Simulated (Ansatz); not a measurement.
### Question
Each is relaxed and computed with PBE in the plane-wave PAW code Ansatz. Which is the only metal?
A) SiGe, I-4m2 (Pearson symbol tI20)
B) BaHfO3, cubic perovskite
C) HfGe2, P6/mmm (Hf on 1a, Ge on 2d)
D) HfO2, P2_1/c (Hf on 4e, O on 4e, O on 4e)

### Answer
C, HfGe2, P6/mmm (Hf on 1a, Ge on 2d). HfGe2: metal; SiGe: gap 0.33 eV (direct); BaHfO3: gap 3.63 eV (indirect); HfO2: gap 4.04 eV (indirect). Constructed cells (a structure type filled with these elements, in neither database checked): HfGe2, P6/mmm (Hf on 1a, Ge on 2d). Typed or built starts, not in the databases checked: SiGe, I-4m2 (Pearson symbol tI20). All cells were relaxed under the symmetry of their starts (and spin orders); stability against distortions was not tested throughout. Rows with no word on spin ran without spin polarisation. Scalar-relativistic: spin–orbit coupling is off unless named, which matters more the heavier the elements.

Potentials: the earlier of the program's two PAW sets.
